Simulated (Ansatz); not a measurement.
Relaxed SiC (wurtzite):

```
CELL_PARAMETERS angstrom
      6.18391     0.00000     0.00000
     -1.54598     2.67771     0.00000
      0.00000     0.00000     5.07427
ATOMIC_POSITIONS crystal
  Si 0.33333 0.33333 0.00052
  Si 0.83333 0.33333 0.00052
  Si 0.16667 0.66667 0.50052
  Si 0.66667 0.66667 0.50052
  C  0.33333 0.33333 0.62468
  C  0.83333 0.33333 0.62468
  C  0.16667 0.66667 0.12468
  C  0.66667 0.66667 0.12468
```

The atoms are displaced by Q × the pattern below (from a DFPT mode at M = (0.5, 0.0, 0.0), largest move 1; Q in Å), at fixed cell. (q is in reciprocal vectors of the primitive cell; the cell shown is doubled to hold the pattern.)

```csv
atom,x,y,z
Si1,0.309,0.178,0.934
Si2,-0.309,-0.178,-0.934
Si3,0.309,0.178,-0.934
Si4,-0.309,-0.178,0.934
C5,-0.177,-0.102,0.385
C6,0.177,0.102,-0.385
C7,-0.177,-0.102,-0.385
C8,0.177,0.102,0.385
```

Calculation: PBE (plane waves to 420 eV, PAW, scalar-relativistic; Ansatz, a program for electronic structure). k mesh 6×12×7 (Γ-centred), Fermi-Dirac smearing 0.05 eV. SiC was relaxed with its symmetry unable to fall.

At one point of the scan the forces (eV/Å) are:

| atom | Fx | Fy | Fz |
|---|---|---|---|
| Si1 | 0.782 | 0.452 | 2.718 |
| Si2 | -0.834 | -0.482 | -2.198 |
| Si3 | 0.834 | 0.482 | -2.198 |
| Si4 | -0.782 | -0.452 | 2.718 |
| C5 | -0.277 | -0.160 | 0.156 |
| C6 | 0.107 | 0.062 | -0.676 |
| C7 | -0.107 | -0.062 | -0.676 |
| C8 | 0.277 | 0.160 | 0.156 |

**Question.** Which point is it?
(A) Q = -0.093 Å
(B) Q = -0.187 Å
(C) Q = -0.280 Å
(D) Q = -0.140 Å

**Answer.** D, Q = -0.140 Å

(A displaced cell: forces are minus the slopes of the energy, force constants its curvatures, and phonons follow from these.)
